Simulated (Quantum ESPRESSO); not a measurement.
Ti4PdMoAgAl, different elements on one site, starting from this cell

Computed values, not a measurement. The program is pw.x of Quantum ESPRESSO 7.5 (plane-wave density functional theory). The cell is made up: eight metal atoms on a face-centred cubic lattice, with elements, volume, strain and displacements drawn at random and not relaxed, so it may be unstable or far from any real phase. PseudoDojo standard norm-conserving files set the functional (PBE unless stated); there is no spin polarisation or spin-orbit coupling, the Fermi-Dirac width of 0.25 eV means electrons at about 2900 K, and the masses in the input are unused placeholders. Heavy elements are run without spin-orbit coupling, which real alloys of them have. A spin test at this wide smearing found no moment, but such smearing suppresses magnetism that the real alloy may have.

The runs put different elements on site 8. Cell, positions, cutoff, mesh and smearing stay as in the input of run 1; sites are counted in its order. Stress in the tables is positive in tension.

Input of run 1:

```
&control calculation='scf', pseudo_dir='./dojo.nc.sr.pbe.v0_5.standard.upf', outdir='./o', disk_io='minimal', tprnfor=.true., tstress=.true. /
&system ibrav=0, nat=8, ntyp=5, nbnd=68, ecutwfc=84.00895049, nosym=.true., tot_charge=0,
 occupations='smearing', smearing='fd', degauss=0.0183746611
/
&electrons conv_thr=1.470e-08, electron_maxstep=70, mixing_beta=0.5 /
ATOMIC_SPECIES
Ag 1.0 Ag.upf
Al 1.0 Al.upf
Mo 1.0 Mo.upf
Pd 1.0 Pd.upf
Ti 1.0 Ti.upf
CELL_PARAMETERS angstrom
0.0 2.0608 2.0608
-4.1215 0.0 0.0
0.0 -8.2431 8.2431
ATOMIC_POSITIONS angstrom
Ti -0.1362 0.0809 -0.091
Pd 0.1359 -2.0515 1.9615
Ti 0.1152 -4.0271 3.9756
Mo 0.0353 -6.2275 6.3081
Ag -1.838 0.2414 2.0614
Ti -1.8602 -2.1187 4.1279
Ti -2.0811 -4.0728 6.2218
Al -2.3132 -6.1092 8.2997
K_POINTS automatic
8 6 2 1 1 1
```

| run | elements on sites 1 to 8 | -TS (eV) | pressure (GPa) | stress xx (GPa) | stress yy (GPa) | stress zz (GPa) | stress yz (GPa) | stress xz (GPa) | stress xy (GPa) | iterations |
| --- | --- | --- | --- | --- | --- | --- | --- | --- | --- | --- |
| 1 | Ti Pd Ti Mo Ag Ti Ti Al | -1.940 | -3.96 | 3.82 | 3.90 | 4.15 | -1.33 | -0.41 | -0.22 | 28 |
| 2 | Ti Pd Ti Mo Ag Ti Ti Ga | -1.928 | -4.25 | 4.61 | 3.86 | 4.28 | -1.52 | -0.47 | -0.17 | 25 |
| 3 | Ti Pd Ti Mo Ag Ti Ti W | -2.217 | -2.21 | 4.45 | 1.09 | 1.07 | -1.03 | 0.55 | -1.85 | 24 |
| 4 | Ti Pd Ti Mo Ag Ti Ti Pd | -2.111 | -4.45 | 4.35 | 4.25 | 4.75 | -0.78 | -0.68 | 0.12 | 26 |
| 5 | Ti Pd Ti Mo Ag Ti Ti Hf | -2.184 | 4.80 | -4.26 | -4.94 | -5.20 | -1.73 | 0.00 | -0.91 | 26 |

Forces Fx Fy Fz (eV/Å):

| site | run 1 | run 2 | run 3 | run 4 | run 5 |
| --- | --- | --- | --- | --- | --- |
| 1 | 0.96 0.48 0.30 | 0.95 0.56 0.14 | 0.62 0.33 0.38 | 1.04 0.73 -0.08 | 0.49 -0.28 1.21 |
| 2 | 0.17 -0.27 0.59 | 0.18 -0.25 0.58 | 0.16 -0.31 0.62 | 0.17 -0.27 0.59 | 0.17 -0.32 0.63 |
| 3 | -0.02 -0.54 0.72 | -0.03 -0.55 0.73 | 0.01 -0.59 0.76 | -0.07 -0.62 0.81 | 0.01 -0.53 0.69 |
| 4 | -1.18 0.64 -0.39 | -1.13 0.70 -0.46 | -0.73 0.64 -0.46 | -1.20 1.03 -0.80 | -1.63 1.54 -1.19 |
| 5 | -1.41 -1.00 0.10 | -1.39 -1.08 0.17 | -1.29 -1.40 0.55 | -1.30 -1.21 0.35 | -1.32 -1.47 0.63 |
| 6 | -0.36 0.95 -1.07 | -0.36 0.96 -1.08 | -0.34 0.90 -1.02 | -0.36 0.93 -1.05 | -0.33 0.88 -1.00 |
| 7 | 0.38 -0.30 0.18 | 0.37 -0.33 0.21 | 0.65 -0.12 -0.04 | 0.49 -0.34 0.20 | 0.66 0.10 -0.26 |
| 8 | 1.47 0.03 -0.42 | 1.41 -0.01 -0.29 | 0.93 0.56 -0.78 | 1.24 -0.25 -0.03 | 1.95 0.07 -0.71 |

Energies are left out, as each element's file has its own zero. A rerun of one cell of this series at a higher cutoff and on a denser mesh moved values by no more than 0.003 eV in energy, 0.02 GPa in stress and 0.003 eV/Å in force, and a second program with other atomic files agreed on that cell to 2 % rms in force and 0.5 GPa in pressure.